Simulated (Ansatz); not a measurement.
Input and command of a plane-wave DFT calculation in Ansatz:

```yaml
crystal:
  lattice:
    - [3.028752906, 0.0, 0.0]
    - [0.0, 3.2922118379, 3.4426173777]
    - [0.0, -3.2922118379, 3.4426173777]
  atoms:
    - { symbol: V, position: [0.0, 0.981952, 0.981952], spin: 2.0 }
    - { symbol: V, position: [0.5, 0.520906, 0.520906], spin: 2.0 }
    - { symbol: O, position: [0.5, 0.797125, 0.797125] }
    - { symbol: O, position: [0.0, 0.304816, 0.697354] }
    - { symbol: O, position: [0.0, 0.697354, 0.304816] }
    - { symbol: F, position: [0.5, 0.197847, 0.197847] }
basis:
  ecutwfc: 420
kpoints:
  mp_grid: { grid: [12, 8, 8] }
hamiltonian:
  xc: pbesol
scf:
  occupations: { method: gaussian, width: 0.1 }
  lower_state_search: "off"
output:
  forces: true
  stress: true
  eigenvalues: true
  populations: true
magnetization:
  spin_polarized: true
```

```bash
ansatz run input.yaml --threads 1 --pin off --max-ram 2560MiB --backend cpu --events-out ev --progress --plain --runs-dir out
```

Processor: AMD EPYC 9R45 96-Core Processor (Zen 5), 1 thread, on a host shared with other jobs.

How long does it run, and how much memory does it take?

About 43 s on 1 thread of AMD EPYC 9R45 96-Core Processor (Zen 5), with other jobs on the host, peak memory 0.75 GiB. It solves 34 bands at 147 k points (the mesh reduced by the symmetry that the task leaves, which can be less than the crystal's) with about 1315 plane waves, in 19 SCF iterations.
